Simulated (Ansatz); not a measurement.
C (diamond)

```
C
1.0
    0.00000     1.78014     1.78014
    1.78014     0.00000     1.78014
    1.78014     1.78014     0.00000
C
2
Direct
  0.00000   0.00000   0.00000
  0.25000   0.25000   0.25000
```

Two coordinates are scanned: the volume, and the ratio of the stretch along z (the conventional c axis) to the stretch across it. Atoms keep their fractional coordinates.

These are r2SCAN (plane waves to 500 eV, PAW, scalar-relativistic; Ansatz, a quantum-chemistry and plane-wave program) values and carry that method's errors. k mesh 16×16×16 (Γ-centred), Fermi-Dirac smearing 0.05 eV. E stands for the smeared free energy. C was relaxed with its symmetry unable to fall. The zero of ΔE is the relaxed starting cell.

### Question
Predict the ΔE (meV/atom) at all points of the grid V/V₀ = 0.960, 0.980, 1.000, 1.020, 1.040 by (c/a)/(c/a)₀ = 0.880, 0.940, 1.000, 1.060, 1.120.

### Answer
ΔE (meV/atom), with V/V₀ across and (c/a)/(c/a)₀ down:

```tsv
(c/a)/(c/a)₀ \ V/V₀	0.960	0.980	1.000	1.020	1.040
0.880	187.1	176.6	173.0	175.7	184.2
0.940	56.3	46.0	42.6	45.6	54.4
1.000	13.5	3.3	0.0	3.1	11.9
1.060	54.8	44.5	41.1	44.1	52.8
1.120	175.2	164.6	160.9	163.5	171.9
```

(Under strain, the slope of the energy per volume gives the stress and its curvature an elastic modulus.)
